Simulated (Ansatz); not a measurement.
**WS: which magnetic state is lowest?**

These are results of Ansatz, DFT r2SCAN+U, scalar-relativistic, plane waves, PAW, not measurements.

```
CELL_PARAMETERS angstrom
0.00000 2.95947 2.95947
2.95947 0.00000 2.95947
2.95947 2.95947 0.00000
ATOMIC_POSITIONS crystal
W 0.00000 0.00000 0.00000
S 0.25000 0.25000 0.25000
```

```json
{"plane-wave cutoff": "500 eV", "Γ-centred k-mesh": "12×12×12", "occupation rule": "Gaussian smearing, 0.1 eV", "U_eff on Löwdin-orthogonalised atomic d orbitals": "W 6.2 eV", "list of starting moments (μB, in atom order)": "1 0", "check for lower electronic states after the SCF": "asked for but not made"}
```

All runs keep this geometry, which stands near equilibrium for the lowest state (largest force there 0.000 eV/Å, pressure 0.0 GPa; forces reach 0.72 eV/Å in another state) and needn't be a stable compound; relaxing each order would shift the differences by some 10 meV/atom, going by the pressures and a bulk modulus of about 150 GPa. A propagation vector, in units of the reciprocal vectors, doubles the cell, which takes an equally dense mesh. The large starts are 2.5 0 μB. The small starts are 0.5 0 μB. Spin–orbit coupling is left out, which for heavy magnetic ions can matter as much as these differences. r2SCAN tends to overstate moments in metals. Site moments are spin moments in atom-centred spheres that scale with the neighbour distance. The states are those that the runs reached from these starts; a lower one can exist.

Task: Starts tried: no spin; ferromagnetic; large parallel starting moments; antiferromagnetic, doubled cell, propagation vector (0, 0, 1/2); antiferromagnetic, doubled cell, propagation vector (0, 1/2, 1/2); small parallel starting moments. Which state comes out lowest, and what are the moments?

Result: The lowest state is ferromagnetic, reached from the start “ferromagnetic” and the start “large parallel starting moments” and the start “small parallel starting moments”, with site moments (μB) W +2.76, S -0.29.

```
                                                            start ends energy above lowest (meV/atom) site moments (μB) gap on mesh (eV) P (GPa)
                                                          no spin non-magnetic                             609                      none over 0.05              1.52     -4.3
                                                    ferromagnetic ferromagnetic                            0.00                    W +2.76, S -0.29             metal      0.0
                                  large parallel starting moments ferromagnetic                            0.00                    W +2.76, S -0.29             metal      0.0
  antiferromagnetic, doubled cell, propagation vector (0, 0, 1/2) antiferromagnetic                            50.3  W +2.64, S -0.22, W -2.64, S +0.22             metal     -2.3
antiferromagnetic, doubled cell, propagation vector (0, 1/2, 1/2) antiferromagnetic                             104                    W +2.61, W -2.61             metal     -2.7
                                  small parallel starting moments ferromagnetic                            0.00                    W +2.76, S -0.29             metal      0.0
```

Cost: 6 runs of about 9.9 core-minutes in all, on Intel Xeon Platinum 8375C (Ice Lake) (shared hosts).